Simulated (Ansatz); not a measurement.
Data:

Starting cell, CdS (wurtzite):

```yaml
crystal:
  lattice:
    - [4.19618, 0.00000, 0.00000]
    - [-2.09809, 3.63400, 0.00000]
    - [0.00000, 0.00000, 6.82953]
  atoms:
    - { symbol: Cd, position: [0.33333, 0.66667, 0.99917] }
    - { symbol: Cd, position: [0.66667, 0.33333, 0.49917] }
    - { symbol: S, position: [0.33333, 0.66667, 0.37563] }
    - { symbol: S, position: [0.66667, 0.33333, 0.87563] }
```

In each cell atom 1 (Cd, nearest neighbour S at 2.565 Å; its periodic images, 4.2 Å or more away, move with it) moves by s·(0.577, 0.577, 0.577) (along Cartesian [111]), the rest being held.

Computed with PBE (plane waves to 420 eV, PAW, scalar-relativistic; Ansatz, a first-principles code). k mesh 7×7×4 (Γ-centred), Fermi-Dirac smearing 0.05 eV. E stands for the smeared free energy. CdS was relaxed with its symmetry unable to fall. ΔE is measured from the undisplaced structure.

The scan covers s from -0.260 to 0.260 Å in 11 points.

Problem. Is the energy the same for displacements of ±0.260 Å, and if not, which side lies higher?

Solution. Not even: the negative side lies higher at ±0.260 Å. With its periodic images moving along, the atom's site symmetry in this cell is 3m..

Problem. What is the energy change at s = 0.260 Å?

Solution. 133.7 meV/cell.

Problem. What force acts on the atom along the line at s = -0.260 Å?

Solution. 1.83 eV/Å.

Problem. What is the force constant k = d²E/ds² of this move at s = 0?

Solution. 4.79 eV/Å².

(A displaced cell: forces are minus the slopes of the energy, force constants its curvatures, and phonons follow from these.)
